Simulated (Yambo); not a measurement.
A G0W0@PBEsol run in Yambo for CdS (wurtzite, space group P6_3mc, No. 186) (3×3×2 Γ-centred k mesh, bands 17 to 236 and a 6 Ry block in the screening, 236 bands in G with the Bruneval-Gonze terminator, plasmon pole fitted at 27.2 eV) gives these matrix elements, in eV, at the band edges (Γ → Γ):

| state | E0 | <Vxc> | <Σx> | <Σc(E0)> | Z |
|---|---|---|---|---|---|
| valence edge | 0.000 | -15.245 | -18.374 | 2.304 | 0.786 |
| conduction edge | 1.079 | -10.832 | -6.684 | -3.575 | 0.814 |

Problem. Solve the linearised quasiparticle equation for both states, give the gap, and say how exchange and correlation each act on it.

Solution. E = E0 + Z(Σx + Σc − Vxc). Valence: 0.000 + 0.786 × (-18.374 + (2.304) − (-15.245)) = -0.65 eV. Conduction: 1.079 + 0.814 × (-6.684 + (-3.575) − (-10.832)) = 1.55 eV. The gap is 2.19 eV, against 1.08 eV in PBEsol. Replacing Vxc by bare exchange alone would open it by 7.28 eV; correlation takes back 5.88 eV of that, and Z scales what is left. Nearest settings tried, and what they do to the gap: 162 bands in G: -0 meV; 162 bands in W, 162 bands in G: +56 meV; 5 Ry block (147 vectors against 159): -0 meV; 3×3×1 mesh: -141 meV. So the settings aren't converged at that level. The k mesh is coarse. 

Spin-orbit coupling is included.

Geometry relaxed with PBEsol; primitive cell a = 4.1251 Å, b = 4.1251 Å, c = 6.7092 Å, α = 90.00°, β = 90.00°, γ = 120.00°.
